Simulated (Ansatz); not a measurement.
Is this ZrMo3C structure a true minimum?

The cell was found from a proposed guess, not taken from experiment.

All numbers below come from Ansatz, DFT PBE, scalar-relativistic, plane waves, PAW. Cutoff 420 eV; k points 10×10×4 on the computed 10-atom cell (Γ-centred); Gaussian smearing, width 0.10 eV; no spin polarisation.

The cell below (10 atoms, space group P4/nmm (No. 129)) is relaxed within its symmetry.

```
Zr Mo C
1.0
     3.26152    0.00000    0.00000
     0.00000    3.26152    0.00000
     0.00000    0.00000   14.02155
Zr Mo C
2 6 2
Direct
  0.00000 0.50000 0.91905
  0.50000 0.00000 0.08095
  0.50000 0.00000 0.55182
  0.00000 0.50000 0.44818
  0.50000 0.00000 0.76778
  0.00000 0.50000 0.23222
  0.50000 0.00000 0.32937
  0.00000 0.50000 0.67063
  0.50000 0.00000 0.91562
  0.00000 0.50000 0.08438
```

For the test it was strained at random (σ = 1.5 % a component), the atoms were moved at random (σ = 0.05 Å), and all was relaxed again on a coarse 6×6×2 mesh (in the run’s order of axes) with 0.20 eV smearing, with no symmetry imposed.

Question: What happens?

Answer: It returns, within 1 meV/atom of the unmoved cell on that mesh and with the same symmetry when read at 0.1 Å. No instability shows in this cell; modes of other wave vectors, which need another repeat, aren't tested.
